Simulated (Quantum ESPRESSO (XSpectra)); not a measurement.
Quantum ESPRESSO (XSpectra) run for X-ray absorption at the Ge K edge of TaGe₂ (P6₂22). Geometry: Materials Project entry mp-7558 (a computed structure). The cell is the entry's, not relaxed again. The ground-state test found no gap over 0.25 eV with this functional, so the cell is neutral with smeared occupations; energies count from the Fermi level. pw.x input:

```
&CONTROL
  calculation = 'scf'
  prefix = 'x'
  pseudo_dir = './pseudo'
  outdir = './out'
/
&SYSTEM
  ibrav = 0
  nat = 27
  ntyp = 3
  ecutwfc = 46
  input_dft = 'PZ'
  occupations = 'smearing'
  smearing = 'mv'
  degauss = 0.02
/
&ELECTRONS
  conv_thr = 2.7e-07
  mixing_beta = 0.4
/
ATOMIC_SPECIES
Geh 72.630 Ge.lda-tm-gipaw-star1s.UPF
Ta 180.948 Ta.upf
Ge 72.630 Ge.lda-tm-gipaw.UPF
CELL_PARAMETERS angstrom
   2.487409892    4.308320312    6.741620000
   4.974819784    0.000000000   -6.741620000
  -2.487409892    4.308320312   -6.741620000
ATOMIC_POSITIONS crystal
Ta     0.333333333    0.166666667    0.666666667
Ta     0.666666667    0.833333333    0.333333333
Ta     0.000000000    0.500000000    1.000000000
Ta     0.611111110    0.888888890    0.888888890
Ta     0.944444443    0.555555557    0.555555557
Ta     0.277777777    0.222222223    0.222222223
Ta     0.222222223    0.777777777    0.277777777
Ta     0.555555557    0.444444443    0.944444443
Ta     0.888888890    0.111111110    0.611111110
Geh    0.330451667    0.833333333    0.997118333
Ge     0.663785000    0.500000000    0.663785000
Ge     0.997118333    0.166666667    0.330451667
Ge     0.611111110    0.225103890    0.552673890
Ge     0.944444443    0.891770557    0.219340557
Ge     0.277777777    0.558437223    0.886007223
Ge     0.558437223    0.113992777    0.277777777
Ge     0.891770557    0.780659443    0.944444443
Ge     0.225103890    0.447326110    0.611111110
Ge     0.669548333    0.166666667    0.002881667
Ge     0.002881667    0.833333333    0.669548333
Ge     0.336215000    0.500000000    0.336215000
Ge     0.611111110    0.552673890    0.225103890
Ge     0.944444443    0.219340557    0.891770557
Ge     0.277777777    0.886007223    0.558437223
Ge     0.219340557    0.108229443    0.944444443
Ge     0.552673890    0.774896110    0.611111110
Ge     0.886007223    0.441562777    0.277777777
K_POINTS automatic
4 4 4 0 0 0
```

xspectra.x input:

```
&input_xspectra
  calculation = 'xanes_dipole'
  edge = 'K'
  prefix = 'x'
  outdir = './out'
  xonly_plot = .false.
  xiabs = 1
  xcoordcrys = .false.
  xepsilon(1) = 1.0
  xepsilon(2) = 0.0
  xepsilon(3) = 0.0
  xe0 = 13.6071
  xniter = 1500
  xcheck_conv = 50
  xerror = 0.002
  x_save_file = 'x0.sav'
/
&plot
  xnepoint = 451
  xemin = -5.0
  xemax = 40.0
  xgamma = 1.5
  terminator = .true.
  cut_occ_states = .true.
/
&pseudos
  filecore = 'core.wfc'
/
&cut_occ
  cut_desmooth = 0.1
  cut_stepl = 0.01
  cut_ierror = 1e-6
/
3 3 3 1 1 1
```

End of the pw.x output:

```
   -21.0258 -21.0173 -21.0043 -20.9986   0.2208   1.1243   1.5843   1.9955
     2.5842   2.8686   3.0972   3.2294   3.6437   4.3486   4.5686   4.8060
     4.8679   5.1918   5.7782   5.9893   6.1991   6.6729   7.3413   7.5547
     7.6007   7.9469   8.0390   8.1980   8.4686   8.6138   9.0547   9.2364
     9.4505   9.5308   9.6131   9.8353  10.0100  10.5688  10.6513  10.7759
    10.8289  10.9911  11.0606  11.1220  11.2071  11.2810  11.3087  11.3393
    11.3656  11.3992  11.4599  11.5665  11.6309  11.6486  11.7744  11.8596
    11.9000  12.6056  12.7881  13.1774  13.4312  13.4662  13.6019  13.8098
    13.9182  14.2690  14.3932  14.5940  14.6573  15.0836  15.2497  15.3326
    15.4283  15.5268  15.5800  15.6939  15.7507  15.8355  15.9851  16.1255
    16.1767  16.2541

     the Fermi energy is    13.6071 ev

!    total energy              =   -1774.10634989 Ry
     estimated scf accuracy    <       0.00000026 Ry
     smearing contrib. (-TS)   =      -0.00262984 Ry
     internal energy E=F+TS    =   -1774.10372005 Ry

     The total energy is F=E-TS. E is the sum of the following terms:
     one-electron contribution =    -261.00717982 Ry
     hartree contribution      =     215.87375588 Ry
     xc contribution           =    -772.18116825 Ry
     ewald contribution        =    -956.78912788 Ry

     convergence has been achieved in  16 iterations

     XML data file, charge density, pseudopotentials, collected wavefunctions
```

xspectra.x output, shortened:

```
... Begin STEP 1 ...

        Radial transition matrix element(s) used in the calculation of the
        initial vector of the Lanczos basis (|tilde{phi}_abs> normalized)
        | For PAW proj. (l=1) #1: radial matrix element =   0.003719043
        | For PAW proj. (l=1) #2: radial matrix element =   0.004609486

NB: the     7 k-point are not all listed below because npool=  4
        |-------------------------------------------------------------
        ! k-point #     1:  ( 0.1871,  0.3241, -0.0690),  0.0741,   1
        |-------------------------------------------------------------
 okvan= F
        |   Norm of the initial Lanczos vector: 0.29628316E-02
        !   => CONVERGED at iter    400 with error=  0.00058744
        |-------------------------------------------------------------
        ! k-point #     2:  ( 0.0000,  0.6482, -0.2071),  0.0741,   1
        |-------------------------------------------------------------
 okvan= F
        |   Norm of the initial Lanczos vector: 0.29628276E-02
        !   => CONVERGED at iter    400 with error=  0.00179898
        |-------------------------------------------------------------
        ! k-point #     3:  (-0.1871,  0.9724, -0.3452),  0.0741,   1
        |-------------------------------------------------------------
 okvan= F
        |   Norm of the initial Lanczos vector: 0.29628271E-02
        !   => CONVERGED at iter    400 with error=  0.00048705
        |-------------------------------------------------------------

        ...
... Begin STEP 2 ...

     The spectrum is calculated using the following parameters:
        xe0 [eV]:   13.6071
        the occupied states are elimintate from the spectrum
        xemin [eV]:  -5.00
        xemax [eV]:  40.00
        xnepoint:  451
        constant broadening parameter [eV]:    1.500
        Core level energy [eV]: -0.1110E+05
         (from electron binding energy of neutral atoms in X-ray data booklet)

     Cross-section successfully written in xanes.dat

     ... End STEP 2 ...

     xanes        :     55.08s CPU     55.49s WALL (       1 calls)

     -------------------------------------------------------------------------
                                END JOB XSpectra
     -------------------------------------------------------------------------
```

xanes.dat for the field along x, every fifth line (energy in eV, cross section):

```
   -5.000   8.3530e-05
   -4.500   9.3060e-05
   -4.000   1.0460e-04
   -3.500   1.1880e-04
   -3.000   1.3660e-04
   -2.500   1.5950e-04
   -2.000   1.8960e-04
   -1.500   2.3020e-04
   -1.000   2.8590e-04
   -0.500   3.6240e-04
    0.000   4.6170e-04
    0.500   5.7780e-04
    1.000   6.9640e-04
    1.500   8.0450e-04
    2.000   8.9180e-04
    2.500   9.6200e-04
    3.000   1.0270e-03
    3.500   1.0980e-03
    4.000   1.1790e-03
    4.500   1.2640e-03
    5.000   1.3400e-03
    5.500   1.3790e-03
    6.000   1.3630e-03
    6.500   1.2810e-03
    7.000   1.1540e-03
    7.500   1.0200e-03
    8.000   9.0270e-04
    8.500   8.1990e-04
    9.000   7.6580e-04
    9.500   7.2390e-04
   10.000   6.8740e-04
   10.500   6.5570e-04
   11.000   6.3280e-04
   11.500   6.1840e-04
   12.000   6.0690e-04
   12.500   6.0280e-04
   13.000   6.0950e-04
   13.500   6.2100e-04
   14.000   6.3410e-04
   14.500   6.4380e-04
   15.000   6.4610e-04
   15.500   6.4690e-04
   16.000   6.4760e-04
   16.500   6.4530e-04
   17.000   6.4070e-04
   17.500   6.3140e-04
   18.000   6.1880e-04
   18.500   6.1070e-04
   19.000   6.0740e-04
   19.500   6.0980e-04
   20.000   6.2370e-04
   20.500   6.4060e-04
   21.000   6.4880e-04
   21.500   6.4980e-04
   22.000   6.4350e-04
   22.500   6.3130e-04
   23.000   6.2730e-04
   23.500   6.3630e-04
   24.000   6.5020e-04
   24.500   6.6920e-04
   25.000   6.9280e-04
   25.500   7.0850e-04
   26.000   7.1390e-04
   26.500   7.1820e-04
   27.000   7.1600e-04
   27.500   7.0220e-04
   28.000   6.8900e-04
   28.500   6.7880e-04
   29.000   6.6570e-04
   29.500   6.5460e-04
   30.000   6.4900e-04
   30.500   6.4570e-04
   31.000   6.4580e-04
   31.500   6.4810e-04
   32.000   6.4340e-04
   32.500   6.3110e-04
   33.000   6.1970e-04
   33.500   6.0860e-04
   34.000   5.9350e-04
   34.500   5.8160e-04
   35.000   5.7790e-04
   35.500   5.7380e-04
   36.000   5.6520e-04
   36.500   5.5840e-04
   37.000   5.5180e-04
   37.500   5.3790e-04
   38.000   5.2390e-04
   38.500   5.2040e-04
   39.000   5.2040e-04
   39.500   5.1470e-04
   40.000   5.1110e-04
```
